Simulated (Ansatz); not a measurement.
Phonons of Pd (fcc, Cu type) at L = (0.5, 0.0, 0.0), X = (0.5, 0.5, 0.0).

Pd (fcc, Cu type)

```
Pd
1.0
    0.00000     1.97130     1.97130
    1.97130     0.00000     1.97130
    1.97130     1.97130     0.00000
Pd
1
Direct
  0.00000   0.00000   0.00000
```

Method: PBE (plane waves to 420 eV, PAW, scalar-relativistic; Ansatz, a first-principles code). DFPT wavenumbers on a 20×20×20 k mesh, in cm⁻¹ and rounded to 5; i marks imaginary ones, q is in fractions of the reciprocal vectors of the cell shown, and the three acoustic modes at Γ are left out. Pd is run without spin polarisation. Pd was relaxed with its symmetry unable to fall. The PAW data are Ansatz's earlier set.

```tsv
q	wavenumbers (cm⁻¹)
L = (0.5, 0.0, 0.0)	105 (×2), 215
X = (0.5, 0.5, 0.0)	145 (×2), 210
```

The structure shows no imaginary mode at these points (lowest 105 cm⁻¹ at L = (0.5, 0.0, 0.0)); other wave vectors were not tested.

Highest mode: 215 cm⁻¹ at L = (0.5, 0.0, 0.0).
